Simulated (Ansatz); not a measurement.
Sn:
```xyz
2
Lattice="-2.9623 2.9623 1.6187 2.9623 -2.9623 1.6187 2.9623 2.9623 -1.6187" Properties=species:S:1:pos:R:3 pbc="T T T"
Sn     0.0000     2.9623     0.8094
Sn     0.0000     0.0000     0.0000
```

Relaxed with PBE.

Task: Which orbitals make up the states near the Fermi level in the program Ansatz at the PBE level (PAW)?

Result: Within 0.5 eV of the Fermi level: Sn 5p 83 %, Sn 5s 15 %. Projections are on Löwdin-orthogonalised atomic valence shells; empty p or d shells of many metals are not among them.

Task: Tabulate the density of states.

Result: States/eV per cell of 2 atoms, in 0.25 eV bins, energy from the Fermi level.

```
E (eV)  total  Sn 5p  Sn 5s
------  -----  -----  -----
-7.85    0.74   0.24   0.49
-7.60    0.83   0.25   0.57
-7.35    0.96   0.26   0.69
-7.10    1.00   0.26   0.73
-6.85    1.15   0.27   0.87
-6.60    1.01   0.23   0.77
-6.35    0.58   0.18   0.40
-6.10    0.53   0.17   0.36
-5.85    0.54   0.17   0.36
-5.60    0.57   0.18   0.39
-5.35    0.69   0.24   0.45
-5.10    0.61   0.22   0.39
-4.85    0.44   0.15   0.29
-4.60    0.36   0.12   0.24
-4.35    0.39   0.19   0.20
-4.10    0.41   0.24   0.17
-3.85    0.43   0.28   0.15
-3.60    0.69   0.55   0.13
-3.35    0.93   0.78   0.14
-3.10    0.98   0.83   0.14
-2.85    0.94   0.79   0.14
-2.60    0.93   0.79   0.13
-2.35    0.95   0.82   0.12
-2.10    0.99   0.87   0.11
-1.85    1.11   0.99   0.11
-1.60    1.23   1.10   0.11
-1.35    1.41   1.28   0.12
-1.10    1.38   1.25   0.11
-0.85    1.21   1.08   0.11
-0.60    1.12   0.98   0.12
-0.35    1.03   0.88   0.13
-0.10    0.99   0.83   0.14
0.15     1.00   0.82   0.15
0.40     1.01   0.81   0.17
0.65     1.02   0.81   0.18
0.90     1.05   0.82   0.19
1.15     1.00   0.78   0.18
1.40     0.91   0.71   0.15
1.65     1.01   0.79   0.17
1.90     1.07   0.84   0.18
2.15     1.05   0.83   0.16
2.40     1.12   0.89   0.16
2.65     1.22   0.96   0.14
2.90     1.16   0.89   0.12
3.15     1.22   0.91   0.11
3.40     1.33   0.97   0.11
3.65     1.43   1.04   0.10
3.90     1.68   1.25   0.11
4.15     1.75   1.30   0.11
4.40     1.59   1.18   0.10
4.65     1.41   1.05   0.08
```

Space group I4_1/amd (β-Sn type). The cell was relaxed with PBE under the symmetry of its start. Spin–orbit coupling is left out wherever it is not named.

Potentials: the later of the program's two PAW sets.
